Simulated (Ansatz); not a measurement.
La2O3 (P-3m1) from a database structure, relaxed with r2SCAN, was run in Ansatz 0.2.0 under altered settings. All numbers are computed, without spin polarisation but where a row says otherwise.

```
CELL_PARAMETERS angstrom
3.93510 0.00000 0.00000
-1.96755 3.40790 0.00000
0.00000 0.00000 6.12623
ATOMIC_POSITIONS crystal
La 0.66667 0.33333 0.75384
La 0.33333 0.66667 0.24616
O 0.66667 0.33333 0.35389
O 0.33333 0.66667 0.64611
O 0.00000 0.00000 0.00000
```

The base run's other keys:
```yaml
kpoints:
  mp_grid: { grid: [6, 6, 2] }
hamiltonian:
  xc: hse06
scf:
  occupations: { method: fixed }
  n_extra_bands: 5
```

It takes 17 iterations with 1641 plane waves at 420 eV and 14 k points, and leaves a mean stress of -1.19 GPa. The gap over this mesh is 5.288 eV. It ran on 4 threads of Arm Neoverse N1, on a shared host.

Outcomes, with energy and stress as changes against the base:
```
                                               setting    outcome  ΔF (meV/atom)  Δ mean stress (GPa)  gap on the mesh (eV)  iterations  wall time
           PBE hybrid, exx coeff 1.0, omega 0.2078 1/Å  converged              –                 -6.6                 9.948          27       58 s
hamiltonian.pseudopotentials: nc (cutoff then 1497 eV)    cut off              –                    –                     –          16    2.7 min
```
A dash marks a value that wasn't obtained or can't be compared. «Cut off» means the job's short time limit, which needn't be the setting's fault. Stress is positive in compression. The base took 49 s. The base's mesh is coarse for a hybrid, so its own values aren't converged.

- PBE hybrid, exx coeff 1.0, omega 0.2078 1/Å. That is 100 % exact exchange, screened with ω = 0.2078 1/Å, against HSE06's 25 % screened at 0.208 1/Å. The mean stress moves by -6.6 GPa and the gap on the mesh by +4.659 eV (to 9.948). Totals of different functionals aren't comparable.
- hamiltonian.pseudopotentials: nc. It was cut off at its time limit, after 16 iterations (the base needs 17).

The runs are scalar-relativistic, without spin-orbit coupling.

The program warns that its thresholds are loose for a hybrid's stress.

The meshes of the hybrids are coarse, so their gaps aren't converged to the digits shown.
